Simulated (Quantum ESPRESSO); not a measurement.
## Sn3AlRe4 (input and log of a self-consistent run)

Computed values, not a measurement. The program is pw.x of Quantum ESPRESSO 7.5 (plane-wave density functional theory). The cell is made up: eight metal atoms on a face-centred cubic lattice, with elements, volume, strain and displacements drawn at random and not relaxed, so it may be unstable or far from any real phase. PseudoDojo standard norm-conserving files set the functional (PBE unless stated); there is no spin polarisation or spin-orbit coupling, the Fermi-Dirac width of 0.25 eV means electrons at about 2900 K, and the masses in the input are unused placeholders. The tin pseudopotential is less sure than most, with forces differing by about three percent from a second method on plain tin. Heavy elements are run without spin-orbit coupling, which real alloys of them have. A spin test at this wide smearing found no moment, but such smearing suppresses magnetism that the real alloy may have.

Input:

```
&control calculation='scf', pseudo_dir='./dojo.nc.sr.pbe.v0_5.standard.upf', outdir='./o', disk_io='minimal', tprnfor=.true., tstress=.true. /
&system ibrav=0, nat=8, ntyp=3, nbnd=66, ecutwfc=72.02867146, nosym=.true., tot_charge=0,
 occupations='smearing', smearing='fd', degauss=0.0183746611
/
&electrons conv_thr=1.470e-08, electron_maxstep=70, mixing_beta=0.5 /
ATOMIC_SPECIES
Al 1.0 Al.upf
Re 1.0 Re.upf
Sn 1.0 Sn.upf
CELL_PARAMETERS angstrom
2.071 4.142 2.071
2.071 -4.142 2.071
2.071 0.0 -6.2129
ATOMIC_POSITIONS angstrom
Sn -0.0053 -0.0305 -0.0376
Al 2.0395 -1.9814 0.0288
Sn 2.0497 -0.0159 -2.0317
Re 4.1827 -2.1154 -2.1112
Re 2.0975 0.0608 2.098
Re 2.0737 2.0241 0.0118
Re 4.1049 0.0333 -0.0857
Sn 4.1539 2.1342 -2.0049
K_POINTS automatic
5 5 4 1 1 1
```

The log is shortened where brackets say so; the opening notice, blank lines, dates and the lines on written files are dropped, and the path of the files is cut. It prints rydbergs, bohrs and kilobars, and counts compression as positive stress. Its total energy is the free energy E - TS of the whole cell.

```
     Program PWSCF v.7.5
     Parallel version (MPI & OpenMP), running on       4 processor cores
     Number of MPI processes:                 4
     Threads/MPI process:                     1
     [start-up lines left out]
     bravais-lattice index     =            0
     lattice parameter (alat)  =       9.5864  a.u.
     unit-cell volume          =     959.0729 (a.u.)^3
     number of atoms/cell      =            8
     number of atomic types    =            3
     number of electrons       =       105.00
     number of Kohn-Sham states=           66
     kinetic-energy cutoff     =      72.0287  Ry
     charge density cutoff     =     288.1147  Ry
     scf convergence threshold =      1.5E-08
     mixing beta               =       0.5000
     number of iterations used =            8  plain     mixing
     Exchange-correlation= PBE
                           (   1   4   3   4   0   0   0)
     [axes and pseudopotential details left out]
   Cartesian axes
     site n.     atom                  positions (alat units)
         1        Sn     tau(   1) = (  -0.0010448  -0.0060123  -0.0074119  )
         2        Al     tau(   2) = (   0.4020388  -0.3905858   0.0056772  )
         3        Sn     tau(   3) = (   0.4040495  -0.0031343  -0.4005012  )
         4        Re     tau(   4) = (   0.8245196  -0.4170007  -0.4161728  )
         5        Re     tau(   5) = (   0.4134721   0.0119853   0.4135707  )
         6        Re     tau(   6) = (   0.4087805   0.3990031   0.0023261  )
         7        Re     tau(   7) = (   0.8091832   0.0065643  -0.0168937  )
         8        Sn     tau(   8) = (   0.8188424   0.4207067  -0.3952183  )
     number of k points=    50  Fermi-Dirac smearing, width (Ry)=  0.0184
                       cart. coord. in units 2pi/alat
        k(    1) = (   0.2602585   0.0000000  -0.0153095), wk =   0.0400000
        k(    2) = (   0.4133534   0.0000000  -0.1684045), wk =   0.0400000
     [further k points left out]
     Dense  grid:    79149 G-vectors     FFT dimensions: (  54,  54,  72)
     Estimated max dynamical RAM per process >     272.66 MB
     Estimated total dynamical RAM >       1.01 GB
     Initial potential from superposition of free atoms
     starting charge     104.9917, renormalised to     105.0000
     Starting wfcs are   71 randomized atomic wfcs
     total cpu time spent up to now is        4.4 secs
     per-process dynamical memory:   211.3 Mb
     Self-consistent Calculation
     iteration #  1     ecut=    72.03 Ry     beta= 0.50
     Davidson diagonalization with overlap
     ethr =  1.00E-02,  avg # of iterations =  3.3
     Threshold (ethr) on eigenvalues was too large:
     Diagonalizing with lowered threshold
     Davidson diagonalization with overlap
     ethr =  2.18E-04,  avg # of iterations =  5.5
     total cpu time spent up to now is       24.9 secs
     total energy              =   -1171.45145964 Ry
     estimated scf accuracy    <       0.23681081 Ry
     iteration #  2     ecut=    72.03 Ry     beta= 0.50
     Davidson diagonalization with overlap
     ethr =  2.26E-04,  avg # of iterations =  2.8
     total cpu time spent up to now is       34.9 secs
     total energy              =   -1171.38157244 Ry
     estimated scf accuracy    <       0.82818506 Ry
     iteration #  3     ecut=    72.03 Ry     beta= 0.50
     Davidson diagonalization with overlap
     ethr =  2.26E-04,  avg # of iterations =  2.1
     total cpu time spent up to now is       43.9 secs
     total energy              =   -1171.46510698 Ry
     estimated scf accuracy    <       0.54704116 Ry
     iteration #  4     ecut=    72.03 Ry     beta= 0.50
     Davidson diagonalization with overlap
     ethr =  2.26E-04,  avg # of iterations =  2.0
     total cpu time spent up to now is       52.2 secs
     total energy              =   -1171.50962940 Ry
     estimated scf accuracy    <       0.02028637 Ry
     iteration #  5     ecut=    72.03 Ry     beta= 0.50
     Davidson diagonalization with overlap
     ethr =  1.93E-05,  avg # of iterations =  3.4
     total cpu time spent up to now is       61.7 secs
     total energy              =   -1171.51163256 Ry
     estimated scf accuracy    <       0.00495126 Ry
     [iterations 6 to 8 left out]
     iteration #  9     ecut=    72.03 Ry     beta= 0.50
     Davidson diagonalization with overlap
     ethr =  1.04E-06,  avg # of iterations =  1.1
     total cpu time spent up to now is       96.0 secs
     total energy              =   -1171.51278931 Ry
     estimated scf accuracy    <       0.00000671 Ry
     iteration # 10     ecut=    72.03 Ry     beta= 0.50
     Davidson diagonalization with overlap
     ethr =  6.39E-09,  avg # of iterations =  4.3
     total cpu time spent up to now is      106.9 secs
     total energy              =   -1171.51279188 Ry
     estimated scf accuracy    <       0.00000093 Ry
     iteration # 11     ecut=    72.03 Ry     beta= 0.50
     Davidson diagonalization with overlap
     ethr =  8.88E-10,  avg # of iterations =  2.0
     total cpu time spent up to now is      115.8 secs
     total energy              =   -1171.51279198 Ry
     estimated scf accuracy    <       0.00000007 Ry
     iteration # 12     ecut=    72.03 Ry     beta= 0.50
     Davidson diagonalization with overlap
     ethr =  6.57E-11,  avg # of iterations =  2.0
     total cpu time spent up to now is      125.5 secs
     total energy              =   -1171.51279200 Ry
     estimated scf accuracy    <       0.00000001 Ry
     iteration # 13     ecut=    72.03 Ry     beta= 0.50
     Davidson diagonalization with overlap
     ethr =  1.41E-11,  avg # of iterations =  1.9
     total cpu time spent up to now is      133.7 secs
     End of self-consistent calculation
     [lines on levels left out]
!    total energy              =   -1171.51279200 Ry
     estimated scf accuracy    <          3.5E-09 Ry
     smearing contrib. (-TS)   =      -0.10652003 Ry
     internal energy E=F+TS    =   -1171.40627197 Ry
     The total energy is F=E-TS. E is the sum of the following terms:
     one-electron contribution =    -261.81637599 Ry
     hartree contribution      =     198.95503639 Ry
     xc contribution           =    -273.01470258 Ry
     ewald contribution        =    -835.53022978 Ry
     convergence has been achieved in  13 iterations
     Forces acting on atoms (cartesian axes, Ry/au):
     atom    1 type  3   force =    -0.02003913    0.01378127    0.00854895
     atom    2 type  1   force =     0.02935912   -0.02312160   -0.00914702
     atom    3 type  3   force =     0.01451588    0.02322599   -0.03618865
     atom    4 type  2   force =    -0.00488954   -0.00664400    0.02012141
     atom    5 type  2   force =     0.02469627    0.00442611   -0.04523541
     atom    6 type  2   force =    -0.02794804    0.00796076    0.03310079
     atom    7 type  2   force =     0.00009590   -0.00671697    0.03880322
     atom    8 type  3   force =    -0.01579046   -0.01291156   -0.01000328
     Total force =     0.106585     Total SCF correction =     0.000093
     Computing stress (Cartesian axis) and pressure
          total   stress  (Ry/bohr**3)                   (kbar)     P=      -42.16
  -0.00033096  -0.00020060  -0.00007107          -48.69      -29.51      -10.46
  -0.00020060  -0.00023306  -0.00016130          -29.51      -34.28      -23.73
  -0.00007107  -0.00016130  -0.00029578          -10.46      -23.73      -43.51
     init_run     :      4.16s CPU      4.32s WALL (       1 calls)
     electrons    :    128.47s CPU    129.33s WALL (       1 calls)
     forces       :      1.64s CPU      1.65s WALL (       1 calls)
     stress       :      5.53s CPU      5.54s WALL (       1 calls)
     [timing details left out]
     PWSCF        :   2m19.89s CPU   2m20.95s WALL
     JOB DONE.
```

In other units: free energy -15939.244 eV for the cell, pressure -4.22 GPa, largest force component 1.163 eV/Å in size. The run took 143 s of wall time with four MPI processes on a shared machine (Intel Xeon, 2023 or later, virtual cores), so the time is rough. A rerun of this cell at a higher cutoff and on a denser mesh moved values by no more than 0.006 eV in energy, 0.04 GPa in stress and 0.008 eV/Å in force, and a second program with other atomic files agreed on that cell to 2 % rms in force and 0.5 GPa in pressure.